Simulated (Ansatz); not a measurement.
A geometry of SiS2 away from equilibrium: step 3 of the relaxation of a relaxed SiS2 cell, doubled along one cell vector, shaken by Gaussian noise of σ = 0.08 Å a coordinate. Method: r2SCAN (plane waves to 500 eV, PAW, scalar-relativistic; Ansatz, a program for electronic structure). Γ-centred k-mesh 6×6×4 on the run's cell (coarser than for final values), Fermi–Dirac smearing 0.05 eV.

```xyz
12
Lattice="-2.3998 2.3971 4.9955 2.3676 -2.3546 4.9606 4.8323 4.7419 -9.9513" Properties=species:S:1:pos:R:3:forces:R:3 pbc="T T T" free_energy=-9807.085 pressure_GPa=1.1
Si     0.2166     0.2277     4.9994    0.4328    0.3754   -0.0186
Si     2.5844     2.5849    -0.0161    0.2853    0.3509   -0.0799
Si     2.2907    -0.1170     2.4963   -0.2473   -0.1432    0.1184
Si     4.6797     2.2586    -2.4991   -0.2149   -0.3942   -0.2318
S     -0.0209     0.0018     2.8793    0.0083    0.1276   -0.0187
S      2.3316     2.3632    -2.1554    0.2465    0.0651    0.1262
S      2.2986     0.0205     0.3474   -0.0330   -0.2899   -0.1115
S      4.8103     2.4115    -4.6431   -0.0556   -0.2483    0.0339
S      2.4217     0.0337     4.6525   -0.4206   -0.0538   -0.0861
S      4.7633     2.3389    -0.3694   -0.1234   -0.0613    0.2053
S     -0.0701    -0.0103     7.1154    0.0749    0.0680    0.0063
S      2.4003     2.3717     2.1187    0.0469    0.2036    0.0564
```

Positions in Å, forces in eV/Å, free energy of the cell in eV (comparable only within this code, potentials and settings). Largest force: 0.57 eV/Å, on Si1 (atoms numbered as listed); the geometry lies 0.40 eV/atom above the end of its relaxation.

No spin polarisation in the result. Without a van der Waals term the distances between weakly bound units are poorly fixed.

Of the parent cell (I4₁/amd (No. 141)): it is a generated cell of SiS2: the first start was made by placing the elements on the sites of a structure type, and the end was not matched to a known phase here, so it may be hypothetical.
